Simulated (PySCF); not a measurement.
PySCF single point, PBE/def2-TZVP, density fitting, C-PCM implicit isobutanol (electrostatics alone), on aminoborane, BH4N (SMILES BN), charge 0, multiplicity 1.

```python
from pyscf import gto, scf, dft
mol = gto.M(atom='''
B     -0.685745    -0.000121    -0.001176
N      0.691908    -0.000225    -0.000382
H     -1.252366     1.025203     0.001176
H     -1.252926    -1.025203     0.001123
H      1.252926    -0.835945     0.000967
H      1.251477     0.836513     0.000901
''', basis='def2-TZVP', charge=0, spin=0, verbose=3)
mf = dft.RKS(mol, xc='PBE')
mf = mf.density_fit()
mf = mf.PCM()
mf.with_solvent.method = 'C-PCM'
mf.with_solvent.eps = 17.93
mf.max_cycle = 100
e = mf.kernel()
print('converged', mf.converged)
print('E_total', e)
print('nao', mol.nao)
print('HOMO', mf.mo_energy[mf.mo_occ > 0].max())
mf.dip_moment()
```

It prints:

```

WARN: PCM is an experimental feature. It is still in testing.
Features and APIs may be changed in the future.

converged SCF energy = -81.9536927567838
converged True
E_total -81.9536927567838
nao 86
HOMO -0.26525141120282747
Dipole moment(X, Y, Z, Debye):  2.62253,  0.00087,  0.00194
```

The total energy is -2230.07 eV, -0.14 eV from the same level's vacuum run.
